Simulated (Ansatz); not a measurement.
Values for one crystal, relaxed and computed with plane-wave PAW r²SCAN (Ansatz code); other levels are named.

| Quantity | Value |
|---|---|
| Volume per atom | 17.66 Å³ |
| Electronic character | metallic (no gap) |
| Formation energy from the elements (no fitted shifts) | -1.42 eV/atom |
| Density of states at the Fermi level | 0.43 states/eV per atom (mean over ±0.08 eV) |

Problem. Pick the material that matches.
A. ZnNi3N, anti-perovskite
B. TiB2, P6/mmm (Ti on 1a, B on 2d)
C. LaSiNi4, Cmmm (La on 2a, Si on 2c, Ni on 4i, Ni on 4f)
D. Ti4NiS8, C2/m (Pearson symbol mS26)

Solution. D, Ti4NiS8, C2/m (Pearson symbol mS26)

The workflow started from a Materials Project entry (that database holds measured and hypothetical structures alike); the Crystallography Open Database copy checked does not list it. Whether it is the stable phase at ambient conditions was not checked. The cell was relaxed with r²SCAN under the symmetry of its start, as lowered by the spin order; whether a distortion lowers the energy is not shown. Magnetic state: ferrimagnetic, the only order run, not a proven ground state. Other orbital occupations within this spin state were not tried. No Hubbard U is applied. The compound may be a true metal, but semilocal functionals without U, or a wrong spin order, can also close a gap. The references are the lowest solids computed at this level, not always the standard phases.

Potentials: the later of the program's two PAW sets.
